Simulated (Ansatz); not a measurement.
Mg (bcc (W type), Im-3m) under volume change, the program Ansatz at the LDA level (PAW), scaled uniformly.

```csv
V (Å³/atom),E − E(relaxed) (meV/atom),P (GPa)
19.652,24.6,4.39
20.300,10.4,2.70
20.947,2.5,1.25
21.595,0.0,0.00
22.243,2.2,-1.07
22.891,8.4,-1.98
23.539,18.1,-2.76
```

Problem. What does a third-order Birch–Murnaghan fit give for V₀, B₀ and B′?

Solution. V₀ = 21.60 Å³/atom, B₀ = 38.3 GPa, B′ = 4.1.

The first step of the workflow began from a Materials Project structure, measured or hypothetical; the Crystallography Open Database copy checked does not list it. It is not the phase usual at ambient conditions (space group No. 194). The LDA relaxation kept the symmetry of its start. At this level the phase is mechanically unstable.

Potentials: the later of the program's two PAW sets.
